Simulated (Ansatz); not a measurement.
MoPt (CsCl type) was relaxed and computed twice in Ansatz (plane waves, PAW), once with PBEsol and once with r²SCAN.

|  | run 1 | run 2 |
|---|---|---|
| cell | a = 3.1579 Å, b = 3.1579 Å, c = 3.1579 Å, α = 90.00°, β = 90.00°, γ = 90.00° | a = 3.140 Å, b = 3.140 Å, c = 3.140 Å, α = 90.00°, β = 90.00°, γ = 90.00° |
| ΔH_f (eV/atom) | 0.27 | 0.24 |
| B₀ by P(V) fit (GPa) | 264 | 272 |

**Question.** Which run used which functional?

**Answer.** Run 1 is r²SCAN, run 2 is PBEsol.

Typed or built starts, not in the databases checked: MoPt, CsCl type. Unstable at this level: MoPt, CsCl type with r²SCAN; MoPt, CsCl type with PBEsol. All cells were relaxed under the symmetry of their starts (and spin orders); stability against distortions was not tested throughout. Rows with no word on spin ran without spin polarisation. Scalar-relativistic: spin–orbit coupling is off unless named, which matters more the heavier the elements.

Potentials: the later of the program's two PAW sets.

Ansatz (a first-principles code) is a plane-wave DFT program.

Formation energies count from the lowest solids of the elements computed at the same level, not from gases.
